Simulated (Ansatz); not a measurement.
Rough cost of magnetic runs on Cu (I4/mmm) in Ansatz 0.2.0, 1 thread of Arm Neoverse V2, on a shared host.

```yaml
crystal:
  lattice:
    - [-1.44279, 1.44279, 1.37608]
    - [1.44279, -1.44279, 1.37608]
    - [1.44279, 1.44279, -1.37608]
  atoms:
    - { symbol: Cu, position: [0.00000, 0.00000, 0.00000] }
```

| run | functional, mesh | k points solved | bands | iterations | wall time (s) | peak memory (GiB) |
| --- | --- | --- | --- | --- | --- | --- |
| LAPW: total moment held at 0.75 μB | LDA, 14×14×14 | 244 | 14 | 7 | 21 | 0.47 |
| PAW: field of 500 T on the spins | LDA, 14×14×14 | 244 | 14 | 11 | 5.8 | 0.31 |
| PAW: total moment held at 0.5 μB | LDA, 14×14×14 | 244 | 14 | 8 | 4.4 | 0.31 |
| PAW: total moment held at 0.75 μB | LDA, 14×14×14 | 244 | 14 | 9 | 4.5 | 0.31 |
| LAPW: field of 500 T on the spins | LDA, 14×14×14 | 244 | 14 | 12 | 28 | 0.47 |
| PAW: total moment held at 0.1 μB | LDA, 14×14×14 | 244 | 14 | 9 | 4.8 | 0.31 |
| PAW: no spin polarisation | LDA, 14×14×14 | 244 | 14 | 6 | 2.4 | 0.29 |
| PAW: total moment held at 0 μB | LDA, 14×14×14 | 244 | 14 | 8 | 3.8 | 0.31 |
| LAPW: no spin polarisation | LDA, 14×14×14 | 244 | 14 | 7 | 12 | 0.37 |

Roughly how much dearer is an iteration by LAPW than by PAW among the runs with the first row's mesh and spin treatment (collinear)?

About 5 times (medians of wall time over iterations; times from a shared host are rough).
